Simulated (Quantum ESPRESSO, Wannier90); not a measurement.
**Au (fcc (Cu type)): Wannier90 run**

```yaml
crystal:
  lattice:
    - [0.00000, 2.08564, 2.08564]
    - [2.08564, 0.00000, 2.08564]
    - [2.08564, 2.08564, 0.00000]
  atoms:
    - { symbol: Au, position: [0.00000, 0.00000, 0.00000] }
```

Structure: Materials Project mp-81, symmetrised, not relaxed again. This is the element's usual structure. Computed values, not measurements, from PBEsol: Quantum ESPRESSO (norm-conserving PseudoDojo potentials, cutoff 61 Ry, no spin polarisation, no spin-orbit coupling) on a Γ-centred 12×12×12 mesh, then Wannier90. Density: 18×18×18 mesh, cold smearing 0.01 Ry. Spin-orbit coupling is left out although heavy elements are present.

Base run: 9 functions from bands 5-21 of the 21 computed, start hydrogen-like Au: s;p;d, centres 0.05 Å off the atoms, frozen window up to 1.50 eV relative to the Fermi level, outer window open. Its settings: num_cg_steps = 5, trial_step = 2 and dis_mix_ratio = 0.5 (the program's defaults), conv_tol = 1.0e-6 over 4 steps, num_iter = 1000, dis_conv_tol = 1.0e-6, dis_num_iter = 1000. One of them is changed at a time.

| run | disentanglement steps | localisation steps | Ω_I (Å²) | Ω_total (Å²) | ended |
|---|---|---|---|---|---|
| base | 82 | 730 | 7.647 | 9.503 | converged |
| fixed_step = 2.0 | 82 | 1000 | 7.647 | 12.973 | step limit |
| trial_step = 0.5 | 82 | 732 | 7.647 | 9.503 | converged |
| dis_mix_ratio = 1.0 | 98 | 753 | 7.644 | 9.504 | converged |
